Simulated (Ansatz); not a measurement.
ZnGeO₃: computed property card

ZnGeO₃:
```xyz
10
Lattice="2.4831 1.4336 4.6174 -2.4831 1.4336 4.6174 0.0000 -2.8672 4.6174" Properties=species:S:1:pos:R:3 pbc="T T T"
Zn     0.0000     0.0000     5.0900
Zn     0.0000     0.0000     8.7622
Ge     0.0000     0.0000     2.1657
Ge     0.0000     0.0000    11.6865
O      1.8327    -0.0645     5.8697
O     -1.8327     0.0645     7.9825
O     -0.9722    -1.5549     5.8697
O      0.9722     1.5549     7.9825
O     -0.8605     1.6194     5.8697
O      0.8605    -1.6194     7.9825
```

Space group R-3 (No. 148); conventional cell a = 4.9662 Å, b = 4.9662 Å, c = 13.8522 Å, α = 90.00°, β = 90.00°, γ = 120.00°.

Method: DFT-r²SCAN in the program Ansatz with PAW potentials. Geometry: relaxed at this level of theory. Other levels are named where they apply.

**Cell and energy**

```
Quantity                                                       Value
-----------------------------------------------------  -------------
Volume per atom                                              9.86 Å³
Density                                                   6.26 g/cm³
Formation energy from the elements (no fitted shifts)  -1.73 eV/atom
```

**Electronic structure**

```
Item                                                                                                                                   Result
------------------------------------------------  -------------------------------------------------------------------------------------------
Band gap                                                                                                                   3.19 eV (indirect)
Valence-band maximum                              off the standard path, at k = (-0.062, 0.073, 0.250) in fractions of the reciprocal vectors
Conduction-band minimum                                                                                                                  at Γ
Smallest direct gap on the standard path                                                                                              3.36 eV
Electron effective mass                                                                                                   0.26 mₑ (isotropic)
Electron effective mass with spin–orbit coupling                                                                          0.26 mₑ (isotropic)
Hole effective mass                                                                                       1.4, 1.9, 5.5 mₑ (principal values)
Hole effective mass with spin–orbit coupling                                                              1.4, 1.9, 5.6 mₑ (principal values)
HSE06 gap on the r²SCAN cell                                                                                                          4.42 eV
Gap with spin–orbit coupling                                                                                                          3.19 eV
```

**Mechanics**

```
Item                                                                                                                   Value
--------------------------------------------  ------------------------------------------------------------------------------
Bulk modulus (Birch–Murnaghan fit)                                                                                   182 GPa
Pressure derivative B′                                                                                                   6.3
Elastic constants (relaxed ions, GPa)         C11 = 381, C12 = 169, C13 = 104, C14 = 20.4, C33 = 282, C44 = 30.5, C15 = -4.0
Mechanical stability                                                                  stable (all eigenvalues of C positive)
Hill bulk and shear moduli                                                                                  195 and 62.5 GPa
Young's modulus                                                                                                      169 GPa
Poisson's ratio                                                                                                         0.36
Debye temperature from the elastic constants                                                                           493 K
```

**Dielectric response**

```
Item                                                                             Result
--------------------------------------------------------  -----------------------------
Electronic dielectric constant ε∞ (DFPT)                      4.07 (xx = yy), 3.90 (zz)
Static dielectric constant ε0 (ions relaxed, cell fixed)      11.9 (xx = yy), 18.6 (zz)
Born charges (a third of the trace)                       Zn +2.43, Ge +3.91, O -2.11 e
```

**Phonons**

```
Property                                                            Result
--------------------------------------------------  ----------------------
Highest zone-centre frequency (without LO–TO term)               708 cm^-1
Zone-centre stability                               no imaginary mode at Γ
```

**Charges**

```
Property                              Result
-------------  -----------------------------
Bader charges  Zn +1.39, Ge +2.52, O -1.30 e
```

The workflow started from a Materials Project entry (that database holds measured and hypothetical structures alike); the Crystallography Open Database copy checked does not list it. Whether it is the stable phase at ambient conditions was not checked. Symmetry was held in the r²SCAN relaxation. The references are the lowest solids computed at this level, not always the standard phases (solids in place of the gases). Spin–orbit coupling is left out wherever it is not named.

Potentials: the later of the program's two PAW sets.
